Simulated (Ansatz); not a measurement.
## Rocksalt alloy of MgO and CaO (12 of 64 Mg sites exchanged), 128 atoms

Ansatz, PAW, plane waves. PBEsol relaxation of volume and atoms (shape held) at the single k point (½, ½, ½); single points on the relaxed atoms at the Γ point alone, onto which points of the small cell's zone fold. Arrangement: quasirandom. No spin–orbit coupling unless named.

Relaxed structure:

```cif
data_structure
_symmetry_space_group_name_H-M 'P 1'
_symmetry_Int_Tables_number 1
_cell_length_a 12.2657
_cell_length_b 12.2657
_cell_length_c 12.2657
_cell_angle_alpha 60.000
_cell_angle_beta 60.000
_cell_angle_gamma 60.000
_cell_volume 1304.85
loop_
_atom_site_label
_atom_site_type_symbol
_atom_site_fract_x
_atom_site_fract_y
_atom_site_fract_z
_atom_site_occupancy
O1 O 0.37863 0.12029 0.11936 1
O2 O 0.87435 0.12227 0.12768 1
O3 O 0.12248 0.38077 0.37690 1
O4 O 0.37375 0.62550 0.12587 1
O5 O 0.37611 0.12463 0.62563 1
O6 O 0.61706 0.38175 0.38241 1
O7 O 0.87995 0.62060 0.13040 1
O8 O 0.88015 0.11937 0.62006 1
O9 O 0.13412 0.86713 0.38145 1
O10 O 0.13597 0.36953 0.87833 1
O11 O 0.37291 0.62591 0.62518 1
O12 O 0.61633 0.88008 0.37117 1
O13 O 0.60520 0.38241 0.87921 1
O14 O 0.88271 0.63185 0.61749 1
O15 O 0.13492 0.86604 0.86833 1
O16 O 0.61923 0.88244 0.86959 1
O17 O 0.12017 0.38108 0.12047 1
O18 O 0.37663 0.12187 0.38204 1
O19 O 0.61219 0.38682 0.12680 1
O20 O 0.87424 0.12674 0.38706 1
O21 O 0.14522 0.86693 0.12107 1
O22 O 0.13523 0.36678 0.61807 1
O23 O 0.37656 0.62472 0.37483 1
O24 O 0.61620 0.87932 0.13213 1
O25 O 0.37733 0.12563 0.87241 1
O26 O 0.61728 0.38018 0.61818 1
O27 O 0.87377 0.61366 0.37476 1
O28 O 0.88260 0.12013 0.86615 1
O29 O 0.12627 0.87448 0.62535 1
O30 O 0.36806 0.62057 0.88012 1
O31 O 0.62357 0.88665 0.62718 1
O32 O 0.87672 0.62695 0.87379 1
O33 O 0.12091 0.11874 0.38002 1
O34 O 0.37837 0.37899 0.12317 1
O35 O 0.61695 0.12200 0.38065 1
O36 O 0.88016 0.38242 0.11951 1
O37 O 0.13285 0.61849 0.38112 1
O38 O 0.37784 0.87389 0.12592 1
O39 O 0.13333 0.13101 0.86744 1
O40 O 0.37297 0.37500 0.62559 1
O41 O 0.62357 0.62765 0.37166 1
O42 O 0.86199 0.87412 0.12602 1
O43 O 0.62025 0.11790 0.88051 1
O44 O 0.88838 0.37313 0.61496 1
O45 O 0.12411 0.62486 0.87325 1
O46 O 0.37019 0.88065 0.61878 1
O47 O 0.62676 0.62781 0.88528 1
O48 O 0.87661 0.87427 0.62723 1
O49 O 0.13302 0.13199 0.11887 1
O50 O 0.61488 0.12115 0.13203 1
O51 O 0.13101 0.61949 0.11911 1
O52 O 0.12724 0.12327 0.62372 1
O53 O 0.37648 0.37409 0.37522 1
O54 O 0.61902 0.61991 0.13381 1
O55 O 0.62441 0.12863 0.62462 1
O56 O 0.87414 0.37336 0.37521 1
O57 O 0.13490 0.63044 0.61976 1
O58 O 0.37351 0.87524 0.37550 1
O59 O 0.37441 0.37402 0.87448 1
O60 O 0.61684 0.61808 0.61953 1
O61 O 0.86822 0.88367 0.37944 1
O62 O 0.88335 0.36714 0.88087 1
O63 O 0.36942 0.88159 0.87940 1
O64 O 0.88163 0.88027 0.86874 1
Ca1 Ca 0.00632 0.99615 0.99661 1
Ca2 Ca 0.24971 0.24960 0.24999 1
Ca3 Ca 0.74647 0.25364 0.25364 1
Ca4 Ca 0.74781 0.25021 0.74589 1
Ca5 Ca 0.00609 0.00045 0.25242 1
Ca6 Ca 0.74495 0.24969 0.00186 1
Ca7 Ca 0.74804 0.75231 0.00182 1
Ca8 Ca 0.00960 0.49793 0.74737 1
Ca9 Ca 0.74585 0.75203 0.49876 1
Ca10 Ca 0.75114 0.50002 0.74976 1
Ca11 Ca 0.00174 0.74616 0.25128 1
Ca12 Ca 0.49578 0.75194 0.75208 1
Mg1 Mg 0.49787 0.00125 0.99967 1
Mg2 Mg 0.00303 0.49987 0.00043 1
Mg3 Mg 0.00114 0.99886 0.50358 1
Mg4 Mg 0.49329 0.50053 0.00577 1
Mg5 Mg 0.49580 0.00462 0.49975 1
Mg6 Mg 0.00687 0.49478 0.49763 1
Mg7 Mg 0.25662 0.74642 0.25093 1
Mg8 Mg 0.25540 0.24746 0.74844 1
Mg9 Mg 0.49759 0.50174 0.49945 1
Mg10 Mg 0.74554 0.75004 0.25018 1
Mg11 Mg 0.24829 0.74927 0.74866 1
Mg12 Mg 0.75096 0.75609 0.75037 1
Mg13 Mg 0.25301 0.25004 0.99657 1
Mg14 Mg 0.49860 0.99815 0.25132 1
Mg15 Mg 0.99892 0.49919 0.24968 1
Mg16 Mg 0.25337 0.74623 0.00018 1
Mg17 Mg 0.00357 0.99787 0.74614 1
Mg18 Mg 0.25246 0.24849 0.50076 1
Mg19 Mg 0.49702 0.50239 0.25171 1
Mg20 Mg 0.49951 0.00388 0.74982 1
Mg21 Mg 0.74820 0.25102 0.50054 1
Mg22 Mg 0.25187 0.74983 0.50060 1
Mg23 Mg 0.49330 0.50052 0.74971 1
Mg24 Mg 0.00768 0.25263 0.99636 1
Mg25 Mg 0.25460 0.99677 0.25044 1
Mg26 Mg 0.49528 0.24998 0.00059 1
Mg27 Mg 0.74136 0.00111 0.25345 1
Mg28 Mg 0.00346 0.74609 0.99671 1
Mg29 Mg 0.00090 0.24841 0.49967 1
Mg30 Mg 0.25325 0.49879 0.25030 1
Mg31 Mg 0.49703 0.75109 0.00351 1
Mg32 Mg 0.25232 0.00184 0.74641 1
Mg33 Mg 0.49712 0.25083 0.50271 1
Mg34 Mg 0.74839 0.50177 0.25255 1
Mg35 Mg 0.75055 0.00088 0.74747 1
Mg36 Mg 0.00534 0.74954 0.50307 1
Mg37 Mg 0.25248 0.49998 0.74957 1
Mg38 Mg 0.49581 0.75088 0.49725 1
Mg39 Mg 0.25693 0.00047 0.99706 1
Mg40 Mg 0.74600 0.99752 0.00213 1
Mg41 Mg 0.00013 0.25369 0.25022 1
Mg42 Mg 0.24911 0.50106 0.99832 1
Mg43 Mg 0.24914 0.99798 0.50210 1
Mg44 Mg 0.49535 0.25082 0.25402 1
Mg45 Mg 0.74835 0.50341 0.00360 1
Mg46 Mg 0.74792 0.00171 0.50439 1
Mg47 Mg 0.00948 0.24606 0.74423 1
Mg48 Mg 0.25542 0.49873 0.49770 1
Mg49 Mg 0.49778 0.74987 0.25243 1
Mg50 Mg 0.49680 0.25029 0.74892 1
Mg51 Mg 0.74777 0.50055 0.49384 1
Mg52 Mg 0.00382 0.75229 0.74772 1
```

Q: What are the mean bond lengths by pair (pairs within 1.2 times the sum of covalent radii, less contacts 15 % beyond the pair's median; cation–cation pairs of compounds aside; long ionic contacts are cut short by that bound)?

A: Ca–O 2.257 ± 0.029 Å (standard deviation, 72 bonds); Mg–O 2.149 ± 0.045 Å (standard deviation, 312 bonds).

Q: What gap lies between the top filled and the lowest empty level in the single points?

A: HSE06 6.06 eV (35 s on NVIDIA GB200); r²SCAN 5.20 eV (4.6 s on NVIDIA GB200).
